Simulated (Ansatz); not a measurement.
Question: Each is relaxed and computed with DFT-r²SCAN in the program Ansatz with PAW potentials. Which is the only metal?
A) LuTlTe2, R-3m (Lu on 3b, Tl on 3a, Te on 6c)
B) LuH2, fluorite
C) LiH, rock salt
D) NaBH4, P-42_1c (Na on 2a, B on 2b, H on 8e)

Answer: B, LuH2, fluorite. LuH2: metal; LuTlTe2: gap 0.90 eV (indirect); LiH: gap 3.63 eV (direct); NaBH4: gap 6.83 eV (indirect). Standing as an ambient phase not checked: LuH2, fluorite; LuTlTe2, R-3m (Lu on 3b, Tl on 3a, Te on 6c); NaBH4, P-42_1c (Na on 2a, B on 2b, H on 8e). All cells were relaxed under the symmetry of their starts (and spin orders); stability against distortions was not tested throughout. Spin–orbit coupling is left out wherever it is not named.

Potentials: the later of the program's two PAW sets.
